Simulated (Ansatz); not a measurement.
An Ansatz input and the part of its output that reports the observables at the nuclei.

The cell is a COD entry, ions relaxed with PBE at fixed cell.

```yaml
crystal:
  lattice:
    - [4.1667, 0.0, 0.0]
    - [0.0, 4.1667, 0.0]
    - [0.0, 0.0, 2.6645]
  atoms:
    - { symbol: Si, position: [0.0, 0.0, 0.0] }
    - { symbol: Si, position: [0.5, 0.5, 0.5] }
    - { symbol: O, position: [0.3052551835, 0.3052551835, 0.0] }
    - { symbol: O, position: [0.1947448165, 0.8052551835, 0.5] }
    - { symbol: O, position: [0.6947448165, 0.6947448165, 0.0] }
    - { symbol: O, position: [0.8052551835, 0.1947448165, 0.5] }
kpoints:
  mp_grid: { grid: [7, 7, 11] }
scf:
  occupations: { method: fermi_dirac, width: 0.02 }
hamiltonian:
  xc: lda
  pseudopotentials: { kind: paw }
output:
  forces: true
  stress: true
  populations: true
  efg: { quadrupole_moments_barn: { O: -0.02558 }, contact_densities: true }
```

```sh
ansatz run input.yaml --threads 1 --pin off --max-ram 3072MiB --backend cpu --events-out ev --progress --plain --runs-dir out
```

Of the output, the block on the nuclei alone is shown; the set-up, the SCF iterations, energies, forces and stress are cut. One atom of each set with nearly equal values is shown.

```
--- PAW observables at the nuclei: V_zz in 10²¹ V/m², potentials from the cell's mean, atoms counted from 1 ---
  atom   1  Si V_zz =    +1.541664   η = 0.6261   by run symmetry: allowed
            electrostatic potential = -1361.376015 V   contact ρ = 12680.298739 e/Å³
  atom   3  O  V_zz =   -10.819481   η = 0.1635   by run symmetry: allowed   C_q = +6.6921 MHz
            electrostatic potential = -626.041464 V   contact ρ = 2121.626367 e/Å³
```

The run took 3.7 s of wall time (3.3 s of CPU time) and 0.39 GiB at its peak, on 1 thread of Intel Xeon 6975P-C (Granite Rapids) (x86_64; 16 cores open to the job, memory cap 3.0 GiB, no GPU), a shared host with a load of 0.5 a core.
